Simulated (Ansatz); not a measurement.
Sr₂Bi:
```yaml
crystal:
  lattice:
    - [-2.51898, 2.51898, 8.94614]
    - [2.51898, -2.51898, 8.94614]
    - [2.51898, 2.51898, -8.94614]
  atoms:
    - { symbol: Sr, position: [0.50000, 0.00000, 0.50000] }
    - { symbol: Sr, position: [0.00000, 0.50000, 0.50000] }
    - { symbol: Sr, position: [0.32267, 0.32267, 0.00000] }
    - { symbol: Sr, position: [0.67733, 0.67733, 0.00000] }
    - { symbol: Bi, position: [0.13522, 0.13522, 0.00000] }
    - { symbol: Bi, position: [0.86478, 0.86478, 0.00000] }
```

Relaxed with PBEsol.

### Question
Tabulate the valence density and the electron localisation function along the shortest Sr–Bi contact (3.35 Å), PBEsol in the plane-wave PAW code Ansatz.

### Answer


| distance from Sr (Å) | density (e/Å³) | ELF |
|---|---|---|
| 0.34 | 2.50 | 0.40 |
| 0.50 | 2.68 | 0.75 |
| 0.67 | 2.02 | 0.85 |
| 0.84 | 1.16 | 0.84 |
| 1.01 | 0.56 | 0.67 |
| 1.17 | 0.27 | 0.30 |
| 1.34 | 0.16 | 0.12 |
| 1.51 | 0.14 | 0.16 |
| 1.68 | 0.15 | 0.35 |
| 1.84 | 0.19 | 0.54 |
| 2.01 | 0.27 | 0.56 |
| 2.18 | 0.43 | 0.49 |
| 2.35 | 0.70 | 0.45 |
| 2.52 | 1.43 | 0.43 |
| 2.68 | 3.02 | 0.32 |
| 2.85 | 4.85 | 0.16 |
| 3.02 | 6.43 | 0.07 |

The density is the valence pseudo-density with augmentation charge, so density and ELF within about 1 Å of a nucleus are not all-electron values.

Space group I4/mmm. The workflow started from an entry of the Crystallography Open Database (COD). Whether it is the stable phase at ambient conditions was not checked. Symmetry was held in the PBEsol relaxation; whether a distortion lowers the energy is not shown. Scalar-relativistic: spin–orbit coupling is off unless named, which matters more the heavier the elements.

Potentials: the later of the program's two PAW sets.
